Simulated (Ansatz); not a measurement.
# Elastic constants of InPd (Pm-3m) under pressure

```yaml
crystal:
  lattice:
    - [3.24773, 0.00000, 0.00000]
    - [0.00000, 3.24773, 0.00000]
    - [0.00000, 0.00000, 3.24773]
  atoms:
    - { symbol: In, position: [0.00000, 0.00000, 0.00000] }
    - { symbol: Pd, position: [0.50000, 0.50000, 0.50000] }
```

This is the zero-pressure cell. At each pressure cell and atoms are relaxed in this structure, and the constants are slopes of the stress at strains of ±0.005 with relaxed ions (the coefficients that govern stability under load). Level: PBEsol, PAW on Ansatz 0.2.0's default frozen-core files (fitted under PBE), scalar-relativistic; k mesh 14×14×14, strains of ±0.005, Fermi-Dirac smearing of 0.100 eV, cutoff 420 eV. P is the pressure of the relaxed cell, less that of this one.

```tsv
P (GPa)	V/V₀	C11 (GPa)	C12 (GPa)	C44 (GPa)
0.00	1.0000	153.4	127.1	58.1
0.97	0.9930	159.3	132.5	60.9
2.00	0.9860	165.3	138.0	63.8
4.03	?	?	?	?
6.99	0.9557	193.7	164.0	76.9
9.99	0.9401	210.0	178.8	84.3
14.99	0.9170	235.9	202.5	95.9
```

Problem. Does the bulk modulus from the constants agree with the pressure-volume curve?

Solution. A third-order Birch-Murnaghan fit to the volumes shown (F against f, f = [(V₀/V)^(2/3) − 1]/2) gives B₀ = 135.9 GPa and B′ = 5.6. Its −V dP/dV stands beside (C11 + 2C12)/3:

| P (GPa) | from P(V) | from the constants |
| --- | --- | --- |
| 0.00 | 135.9 | 135.8 |
| 0.97 | 141.3 | 141.4 |
| 2.00 | 147.0 | 147.1 |
| 6.99 | 173.7 | 173.9 |
| 9.99 | 189.4 | 189.2 |
| 14.99 | 214.9 | 213.6 |

Problem. What are the pressure derivatives at zero pressure?

Solution. Slopes at V₀ of quadratic fits in −ln(V/V₀) through the first four rows shown, divided by B₀: dC11/dP = 6.1, dC12/dP = 5.6, dC44/dP = 2.9. The mean slopes up to 2.0 GPa are 6.0, 5.5, 2.8; curvature and scatter of the constants part the two. The combination (dC11/dP + 2 dC12/dP)/3 = 5.7 stands against B′.

Problem. Fill the row at 4.03 GPa.

Solution. Cubic fits in −ln(V/V₀) through all rows shown give C11 = 177.2, C12 = 148.8, C44 = 69.3 GPa. Computed: V/V₀ = 0.9729, C11 (GPa) = 177.2, C12 (GPa) = 148.8, C44 (GPa) = 69.3.

Problem. Does a shear stiffness soften?

Solution. C44 goes from 58.1 to 95.9 GPa; (C11 − C12)/2 goes from 13.1 to 16.7 GPa. Neither ends more than 3 % under its start, and the lattice stays mechanically stable over this range.

Keep in mind: the structure is a database entry and needn't be the stable phase; no other phase was computed; many crystals of this kind change structure within this range, and rows or crossings beyond such a change describe a metastable lattice; frozen-core PAW files fitted under PBE, their cores solved anew for the functional of the run; responses of metals move with mesh and smearing; the softest shear constant rests on one k mesh, and a soft shear can herald a distortion on cooling; phonons weren't checked at these pressures.
